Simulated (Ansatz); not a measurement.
# TiAl: stationary points along a deformation path

Theory: Ansatz 0.2.0, DFT PBEsol, scalar-relativistic, plane waves, PAW. Settings: plane waves to 420 eV, k-mesh 16×16×16 (Γ-centred), Gaussian smearing 0.15 eV. No spin polarisation. Energies are free energies at this smearing, counted from the undisturbed cell; pressure is positive in compression.

The starting cell (as given, not relaxed at this level; it stands at -2.4 GPa, and it needn't be the usual structure):

```
Ti Al
1.0
     3.17906    0.00000    0.00000
     0.00000    3.17906    0.00000
     0.00000    0.00000    3.17906
Ti Al
1 1
Cartesian
  0.0000 0.0000 0.0000
  1.5895 1.5895 1.5895
```

At fixed volume and fractional coordinates, lengths along (0.000, 0.000, 1.000) are scaled against those across it; ρ is that ratio over its starting value. V = 16.065 Å³/atom. Δσ is the stress along the axis less the mean stress across it (compression positive).

```csv
ρ,ΔE (meV/atom),Δσ (GPa),space group
0.650,245.7,33.77,P4/mmm
0.707,99.1,20.13,P4/mmm
0.780,8.8,7.37,P4/mmm
0.850,-11.0,0.46,P4/mmm
0.920,-6.6,-1.56,P4/mmm
0.960,-2.2,-1.38,P4/mmm
1.000,0.0,0.00,Pm-3m
1.050,-5.8,3.74,P4/mmm
1.100,-22.7,7.01,P4/mmm
1.200,-72.7,9.10,P4/mmm
1.300,-115.4,6.40,P4/mmm
1.414,-138.9,1.70,P4/mmm
1.500,-135.6,-3.55,P4/mmm
```

Task: How does the stress give the slope of the energy, and where is the energy stationary?

Result: Along the path d ln(length) is 2/3 d ln ρ on the axis and −1/3 d ln ρ across it, so dE/d ln ρ = −(2/3) V Δσ: the energy falls with ρ where Δσ is positive. Δσ vanishes or changes sign between ρ = 0.850 and 0.920, a minimum (near 0.87 by linear interpolation); at ρ = 1.000 (Pm-3m), a maximum at 0.0 meV/atom; between ρ = 1.414 and 1.500, a minimum (near 1.44 by linear interpolation). Pairs of stationary points between two samples would go unseen, and could change a minimum read from distant neighbours into a maximum. At ρ = 1.000 the cell is cubic, where symmetry alone makes the stress isotropic and the slope zero.

Task: Which shear constant sets the curvature at ρ = 1?

Result: For a cubic crystal E/V = (2/3) C (ln ρ)² with C = C′ = (C11 − C12)/2, so Δσ = −2C ln ρ. The parabola of Δσ against ln ρ through ρ = 0.960, 1 and 1.050 gives C ≈ -27 GPa with the ions clamped, rough because the steps are large. It is the stress–strain coefficient at this cell's pressure of -2.4 GPa, not the zero-pressure constant. It is negative, so the cubic cell is unstable to this shear.

Task: Integrate that slope from ρ = 1 to 0.850 by the trapezoid rule.

Result: With V/N in Å³ and 1 eV/Å³ = 160.2 GPa the slopes at ρ = 1.000, 0.960, 0.920, 0.850 are 0, 92, 104, -30 meV/atom per unit of ln ρ. The steps add (-1.9) + (-4.2) + (-2.9) = -9.0 meV/atom, against -11.0 from the energies; the trapezoid rule misses the curvature of the slope within each step.

Task: Is the start the lowest point of the path?

Result: No: ρ = 1.414 lies 138.9 meV/atom lower, with no sampled rise above the start on the way. Volume and inner coordinates are held, so a relaxed structure there would lie lower still.

In a metal these slopes depend on the k mesh and the smearing.